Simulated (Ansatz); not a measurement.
AlN (CsCl type, Pm-3m) under volume change, the program Ansatz at the r²SCAN level (PAW), scaled uniformly.

| V (Å³/atom) | E − E(relaxed) (meV/atom) | P (GPa) |
|---|---|---|
| 7.865 | 55.4 | 24.74 |
| 8.124 | 23.3 | 15.19 |
| 8.383 | 5.5 | 7.02 |
| 8.642 | 0.0 | -0.01 |
| 8.902 | 5.0 | -6.03 |
| 9.161 | 19.0 | -11.17 |
| 9.420 | 40.7 | -15.56 |

Task: What does a third-order Birch–Murnaghan fit give for V₀, B₀ and B′?

Result: V₀ = 8.64 Å³/atom, B₀ = 216 GPa, B′ = 4.1.

The cell is a constructed one: a structure type filled with these elements; neither database checked (COD, Materials Project) lists it. It is not the phase usual at ambient conditions (space group No. 186, 216). The r²SCAN relaxation kept the symmetry of its start. At this level the phase is mechanically unstable.

Potentials: the later of the program's two PAW sets.
